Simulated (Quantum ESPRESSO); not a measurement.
# Pd4AlAgNb2: different elements on one site, starting from this cell

Computed values, not a measurement. The program is pw.x of Quantum ESPRESSO 7.5 (plane-wave density functional theory). The cell is made up: eight metal atoms on a face-centred cubic lattice, with elements, volume, strain and displacements drawn at random and not relaxed, so it may be unstable or far from any real phase. PseudoDojo standard norm-conserving files set the functional (PBE unless stated); there is no spin polarisation or spin-orbit coupling, the Fermi-Dirac width of 0.25 eV means electrons at about 2900 K, and the masses in the input are unused placeholders. Heavy elements are run without spin-orbit coupling, which real alloys of them have. A spin test at this wide smearing found no moment, but such smearing suppresses magnetism that the real alloy may have.

The runs put different elements on site 4. Cell, positions, cutoff, mesh and smearing stay as in the input of run 1; sites are counted in its order. Stress in the tables is positive in tension.

Input of run 1:

```
&control calculation='scf', pseudo_dir='./dojo.nc.sr.pbe.v0_5.standard.upf', outdir='./o', disk_io='minimal', tprnfor=.true., tstress=.true. /
&system ibrav=0, nat=8, ntyp=4, nbnd=77, ecutwfc=82.02448710, nosym=.true., tot_charge=0,
 occupations='smearing', smearing='fd', degauss=0.0183746611
/
&electrons conv_thr=1.470e-08, electron_maxstep=70, mixing_beta=0.5 /
ATOMIC_SPECIES
Ag 1.0 Ag.upf
Al 1.0 Al.upf
Nb 1.0 Nb.upf
Pd 1.0 Pd.upf
CELL_PARAMETERS angstrom
0.0062 -1.9685 -1.9762
-0.0251 3.8863 -3.9016
7.769 -0.0376 0.0126
ATOMIC_POSITIONS angstrom
Pd 0.1236 0.0326 -0.0033
Pd 3.8339 -0.1131 0.0042
Pd -0.0265 1.787 -2.0972
Al 3.8291 2.0255 -2.0728
Ag 1.9314 0.0858 -2.0444
Nb 5.8692 0.0403 -1.8737
Nb 1.7933 1.91 -3.9401
Pd 5.846 1.7924 -3.9334
K_POINTS automatic
8 4 3 1 1 1
```

| run | elements on sites 1 to 8 | -TS (eV) | pressure (GPa) | stress xx (GPa) | stress yy (GPa) | stress zz (GPa) | stress yz (GPa) | stress xz (GPa) | stress xy (GPa) | iterations |
| --- | --- | --- | --- | --- | --- | --- | --- | --- | --- | --- |
| 1 | Pd Pd Pd Al Ag Nb Nb Pd | -1.137 | 19.09 | -20.07 | -18.60 | -18.59 | 2.41 | -1.71 | 1.22 | 18 |
| 2 | Pd Pd Pd Mo Ag Nb Nb Pd | -1.294 | 21.83 | -22.41 | -21.31 | -21.76 | 5.54 | 0.78 | -3.14 | 20 |
| 3 | Pd Pd Pd In Ag Nb Nb Pd | -1.134 | 29.70 | -31.18 | -29.18 | -28.72 | 3.27 | -2.04 | 1.33 | 18 |
| 4 | Pd Pd Pd Os Ag Nb Nb Pd | -1.275 | 18.57 | -17.58 | -19.16 | -18.96 | 4.75 | 1.12 | -3.12 | 20 |
| 5 | Pd Pd Pd Pd Ag Nb Nb Pd | -1.224 | 19.61 | -19.65 | -19.65 | -19.52 | 2.94 | -0.11 | -1.13 | 19 |

Forces Fx Fy Fz (eV/Å):

```
site              run 1             run 2              run 3              run 4              run 5
   1  -1.44 -0.03 -0.18  -1.43 0.01 -0.22  -1.45 -0.03 -0.19   -1.46 0.00 -0.20  -1.47 -0.04 -0.17
   2    0.35 0.55 -0.31   0.48 1.07 -0.85    0.37 1.32 -1.12    0.50 1.23 -1.00    0.40 1.23 -1.04
   3    -0.23 1.07 0.62   -0.31 1.12 0.76    -0.23 1.07 0.62    -0.31 1.13 0.71    -0.23 1.12 0.57
   4    0.99 -0.33 0.49   0.95 -0.84 0.82    1.26 -1.25 1.43    0.88 -1.08 0.95    0.39 -1.25 1.23
   5    1.42 -0.99 0.44   0.66 -1.40 0.74    0.53 -1.46 0.86    0.92 -1.30 0.61    1.02 -1.18 0.54
   6   -1.04 -1.01 0.04  -1.40 -0.82 0.02   -0.27 -1.41 0.38  -1.92 -0.58 -0.28  -1.47 -0.79 -0.10
   7    0.74 0.56 -0.70   1.34 0.20 -0.57   -0.53 1.06 -1.20   1.92 -0.01 -0.20    1.45 0.29 -0.39
   8   -0.79 0.18 -0.39  -0.30 0.66 -0.70    0.33 0.70 -0.79   -0.52 0.62 -0.58   -0.09 0.62 -0.64
```

Energies are left out, as each element's file has its own zero. A rerun of one cell of this series at a higher cutoff and on a denser mesh moved values by no more than 0.009 eV in energy, 0.08 GPa in stress and 0.011 eV/Å in force, and a second program with other atomic files agreed on that cell to 2 % rms in force and 0.5 GPa in pressure.